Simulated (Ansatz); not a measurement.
Here is an unrelaxed guess for Zn3SnN2.

```
CELL_PARAMETERS angstrom
-2.60764 2.71153 3.41341
2.60764 -2.71153 3.41341
2.60764 2.71153 -3.41341
ATOMIC_POSITIONS crystal
Zn 0.50000 0.50000 0.00000
Zn 0.23011 0.23011 0.00000
Zn 0.76989 0.76989 0.00000
Sn 0.50000 0.00000 0.50000
N 0.00000 0.50000 0.50000
N 0.00000 0.00000 0.00000
```

Level of theory: DFT PBE, scalar-relativistic, plane waves, PAW (Ansatz 0.2.0). Settings: cutoff 420 eV, Γ-centred mesh 4×4×4 on the computed 6-atom cell, Gaussian smearing of 0.10 eV; no spin polarisation.

Formation energies are uncorrected and refer to the elements' standard structures at the same level (N₂ as a molecule). The references include grey tin.

Q: Estimate its pressure, forces and energy as it stands.

A: The pressure is 36.0 GPa (the mean over three directions, positive in compression), the largest force is 1.31 eV/Å, and the energy is +2.23 eV/atom against the elements. The shortest distance is 1.57 Å.

Q: Is it a good guess?

A: A poor one: relaxing gains about 1.1 eV/atom (the start's value is from the coarse mesh, so the gain is rough) in 23 ionic steps and ends at +1.16 eV/atom on the finer mesh. The symmetry stays Immm (No. 71). The volume per atom grows by 4.7 %, from 16.1 to 16.8 Å³. The shortest distance goes from 1.57 Å (Zn–N) to 1.93 Å (Zn–N). Conventional cell: a = 4.595 Å, b = 5.107 Å, c = 8.616 Å. Zn on a site of symmetry mmm is surrounded by 2 N at 2.30 Å, 2 Zn at 2.37 Å and 2 Sn at 2.55 Å; Sn has 2 N at 2.30 Å and 2 Zn at 2.55 Å; N on its first site has 2 Zn at 2.30 Å and 2 N at 2.55 Å; 2 more sites not described.

The last run used a 12×12×12 mesh for its 6-atom cell and Gaussian smearing of 0.10 eV. The relaxation can't lower the symmetry of the start, and the grade says only how near the guess is to its own end. A structure relaxed within its symmetry needn't be a true minimum. Another cell of Zn3SnN2 relaxed alike, in R-3m, lies 0.74 eV/atom lower, so this cell isn't the stable form at this level.
